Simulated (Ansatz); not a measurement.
Relaxed-ion elastic tensor of B2Ru in space group P6/mmm (No. 191; Ru on 1a, B on 2d) in GPa (Voigt order), the program Ansatz at the r²SCAN level (PAW); density 7.94 g/cm³, 8.55 Å³ per atom.

```tsv
	1	2	3	4	5	6
1	450	272	205	0.0	0.0	0.0
2	272	450	205	0.0	0.0	0.0
3	205	205	431	0.0	0.0	0.0
4	0.0	0.0	0.0	29.8	0.0	0.0
5	0.0	0.0	0.0	0.0	29.8	0.0
6	0.0	0.0	0.0	0.0	0.0	88.9
```

Q: Is the crystal mechanically stable?

A: Yes: the smallest eigenvalue of C is 29.8 GPa.

Q: Work out the Voigt, Reuss and Hill averages.

A: K_V = 300, K_R = 297, K_H = 298; G_V = 72.9, G_R = 51.2, G_H = 62.1 GPa.

Q: Give Young's modulus, Poisson's ratio, Pugh's ratio and the universal anisotropy index.

A: E = 9KG/(3K + G) = 174 GPa; ν = 0.40; K/G = 4.81 (ductile by the Pugh limit of 1.75); A_U = 5G_V/G_R + K_V/K_R − 6 = 2.12.

Q: Estimate the sound speeds and the Debye temperature.

A: v_l = √((K + 4G/3)/ρ) = 6930 m/s, v_t = √(G/ρ) = 2800 m/s, mean 3170 m/s; Θ = (h/k)(3n/4πV)^(1/3) v_m = 461 K.

Q: How much does each axis shrink under pressure?

A: Linear compressibilities β_i = Σ_j S_ij (j = 1 to 3): x 1.00, y 1.00, z 1.4 per TPa.

A made-up cell: these elements were put on the sites of a structure type; neither database checked (COD, Materials Project) lists it. COD files the formula under space group No. 59. Its standing as an ambient phase is unchecked. The cell was relaxed with r²SCAN under the symmetry of its start; its stability against distortions is not shown here. The run is not spin-polarised. As this level gives no gap, shear constants depend on the k-mesh and smearing (Fermi–Dirac, 0.1 eV here). On the denser mesh and wider smearing of the elastic run this cell carries a stress of 0.4 GPa.

Potentials: the earlier of the program's two PAW sets.
